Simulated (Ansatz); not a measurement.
NbC$_{2}$:
```cif
data_C2Nb
_chemical_formula_sum 'Nb1 C2'
_space_group_name_H-M_alt 'P 1'
_space_group_IT_number 1
_cell_length_a 3.70931
_cell_length_b 3.70931
_cell_length_c 3.70931
_cell_angle_alpha 128.832
_cell_angle_beta 128.832
_cell_angle_gamma 75.281
loop_
_space_group_symop_operation_xyz
  'x, y, z'
loop_
_atom_site_label
_atom_site_type_symbol
_atom_site_fract_x
_atom_site_fract_y
_atom_site_fract_z
_atom_site_occupancy
Nb1 Nb 0.00000 0.00000 0.00000 1
C1 C 0.61508 0.61508 0.00000 1
C2 C 0.38492 0.38492 0.00000 1
```

Relaxed with r²SCAN.

Q: Tabulate the valence density and the electron localisation function along the shortest Nb–C contact (2.26 Å), r²SCAN (plane waves, PAW; program Ansatz).

A: 

| distance from Nb (Å) | density (e/Å³) | ELF |
|---|---|---|
| 0.23 | 4.88 | 0.28 |
| 0.34 | 5.07 | 0.53 |
| 0.45 | 4.65 | 0.68 |
| 0.57 | 3.69 | 0.72 |
| 0.68 | 2.55 | 0.66 |
| 0.79 | 1.57 | 0.51 |
| 0.90 | 0.93 | 0.30 |
| 1.02 | 0.61 | 0.19 |
| 1.13 | 0.51 | 0.22 |
| 1.24 | 0.54 | 0.43 |
| 1.36 | 0.65 | 0.72 |
| 1.47 | 0.84 | 0.87 |
| 1.58 | 1.12 | 0.90 |
| 1.70 | 1.46 | 0.89 |
| 1.81 | 1.78 | 0.81 |
| 1.92 | 1.93 | 0.60 |
| 2.04 | 1.82 | 0.25 |

The density is the valence pseudo-density with augmentation charge, so density and ELF within about 1 Å of a nucleus are not all-electron values.

Space group I4/mmm (MoSi2 or CaC2 type). The start of the workflow was typed in or built on a structure type; neither database checked (COD, Materials Project) lists it. Its standing as an ambient phase is unchecked. The cell was relaxed with r²SCAN under the symmetry of its start; its stability against distortions is not shown here. No spin polarisation was allowed. The volume moved by -28 % from the start of the relaxation. Its formation energy is positive at this level, so the cell may be metastable or incomplete.

Potentials: the earlier of the program's two PAW sets.
